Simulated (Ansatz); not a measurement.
SnSb:
```
SnSb
1.0
    3.70791     0.00000     0.00000
    0.00000     3.70791     0.00000
    0.00000     0.00000     3.70791
Sn Sb
1 1
Direct
  0.50000   0.50000   0.50000
  0.00000   0.00000   0.00000
```

Relaxed with LDA.

Problem. Which orbitals make up the states near the Fermi level in plane-wave PAW LDA (Ansatz code)?

Solution. Within 0.5 eV of the Fermi level: Sb 5p 51 %, Sn 5p 35 %, Sn 5s 7 %. Projections are on Löwdin-orthogonalised atomic valence shells; empty p or d shells of many metals are not among them.

Problem. Tabulate the density of states.

Solution. States/eV per cell of 2 atoms, in 0.25 eV bins, energy from the Fermi level.

```tsv
E (eV)	total	Sb 5p	Sn 5p	Sn 5s
-7.85	0.54	0.15	0.04	0.26
-7.60	0.63	0.17	0.06	0.33
-7.35	0.82	0.19	0.07	0.45
-7.10	1.15	0.22	0.08	0.67
-6.85	1.08	0.18	0.07	0.64
-6.60	0.94	0.14	0.06	0.55
-6.35	0.59	0.08	0.04	0.35
-6.10	0.41	0.06	0.03	0.24
-5.85	0.29	0.04	0.02	0.17
-5.60	0.21	0.03	0.01	0.12
-5.35	0.16	0.03	0.02	0.08
-5.10	0.28	0.12	0.09	0.04
-4.85	0.44	0.21	0.17	0.04
-4.60	0.57	0.27	0.22	0.04
-4.35	0.70	0.34	0.27	0.05
-4.10	0.82	0.40	0.31	0.05
-3.85	1.03	0.52	0.39	0.06
-3.60	1.29	0.65	0.48	0.08
-3.35	1.12	0.55	0.39	0.10
-3.10	1.03	0.49	0.34	0.12
-2.85	0.94	0.45	0.31	0.11
-2.60	1.01	0.50	0.31	0.12
-2.35	1.02	0.53	0.30	0.11
-2.10	1.01	0.53	0.30	0.11
-1.85	1.02	0.54	0.30	0.10
-1.60	1.06	0.55	0.33	0.10
-1.35	1.15	0.60	0.37	0.10
-1.10	1.17	0.61	0.40	0.09
-0.85	1.16	0.60	0.40	0.09
-0.60	1.18	0.60	0.41	0.09
-0.35	1.16	0.60	0.40	0.09
-0.10	1.12	0.58	0.39	0.08
0.15	1.12	0.57	0.39	0.08
0.40	1.20	0.62	0.41	0.09
0.65	1.27	0.68	0.41	0.09
0.90	1.32	0.73	0.41	0.10
1.15	1.22	0.65	0.39	0.10
1.40	0.93	0.46	0.36	0.05
1.65	0.81	0.36	0.37	0.04
1.90	0.86	0.24	0.51	0.02
2.15	1.10	0.28	0.66	0.03
2.40	1.24	0.35	0.71	0.03
2.65	1.28	0.38	0.73	0.03
2.90	1.28	0.39	0.71	0.03
3.15	1.12	0.33	0.64	0.02
3.40	1.18	0.35	0.67	0.02
3.65	1.51	0.48	0.80	0.02
3.90	1.90	0.62	0.90	0.02
4.15	1.62	0.58	0.73	0.02
4.40	1.28	0.41	0.63	0.01
4.65	2.01	0.62	1.00	0.02
```

Space group Pm-3m (CsCl type). The workflow started from a Materials Project entry (that database holds measured and hypothetical structures alike); the Crystallography Open Database copy checked does not list it. COD files the formula under space group No. 166, 225, so this cell is another polymorph or a model. Whether it is the stable phase at ambient conditions was not checked. The LDA relaxation kept the symmetry of its start; of distortions, only those at the zone centre were tested. Spin–orbit coupling is left out wherever it is not named.

Potentials: the later of the program's two PAW sets.
